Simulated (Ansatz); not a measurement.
## HCl: computed property card

HCl:
```cif
data_H2Cl2
_chemical_formula_sum 'H2 Cl2'
_space_group_name_H-M_alt 'I4/mmm'
_space_group_IT_number 139
_space_group_name_Hall '-I 4 2'
_cell_length_a 4.92289
_cell_length_b 4.92289
_cell_length_c 3.05831
_cell_angle_alpha 90.000
_cell_angle_beta 90.000
_cell_angle_gamma 90.000
loop_
_atom_site_label
_atom_site_type_symbol
_atom_site_symmetry_multiplicity
_atom_site_Wyckoff_symbol
_atom_site_fract_x
_atom_site_fract_y
_atom_site_fract_z
_atom_site_occupancy
H1 H 2 a 0.00000 0.00000 0.00000 1
Cl1 Cl 2 b 0.00000 0.00000 0.50000 1
```
(The calculation used a cell of 2 atoms; values per cell refer to that cell.)

Space group I4/mmm (No. 139); conventional cell a = b = 4.9229 Å, c = 3.0583 Å, α = β = γ = 90.00°.

Method: plane-wave PAW r²SCAN+D4 (Ansatz code). The cell and atoms are relaxed at this level. Other levels are named where they apply.

Cell and energy:

```yaml
volume_per_atom: 18.53 Å³
density: 1.63 g/cm³
Formation energy from the elements (no fitted shifts): -0.19 eV/atom
```

Electronic structure:

```yaml
band_gap: 3.04 eV (indirect)
valence_band_maximum: on the X–P line, 60 % of the way from X
conduction_band_minimum: at M
smallest_direct_gap_on_the_standard_path: 3.43 eV
electron_effective_mass: 0.070, 5.7, 5.7 mₑ (principal values)
hole_effective_mass: 1.3, 2.4, 18 mₑ (principal values)
HSE06 gap on the r²SCAN+D4 cell: 4.00 eV
```

Mechanics:

```yaml
Bulk modulus (Birch–Murnaghan fit): 5.7 GPa
Pressure derivative B′: 7.5
```

Charges:

```yaml
bader_charges: H +0.45, Cl -0.45 e
```

The workflow started from an entry of the Crystallography Open Database (COD); the relaxed space group is not among those it files for this formula. COD files the formula under space group No. 36, 69, 225. Symmetry was held in the r²SCAN+D4 relaxation; its stability against distortions is not shown here. The substance is a gas or liquid at ambient conditions. The references are the lowest solids computed at this level, not always the standard phases (solids in place of the gases).

Potentials: the later of the program's two PAW sets.
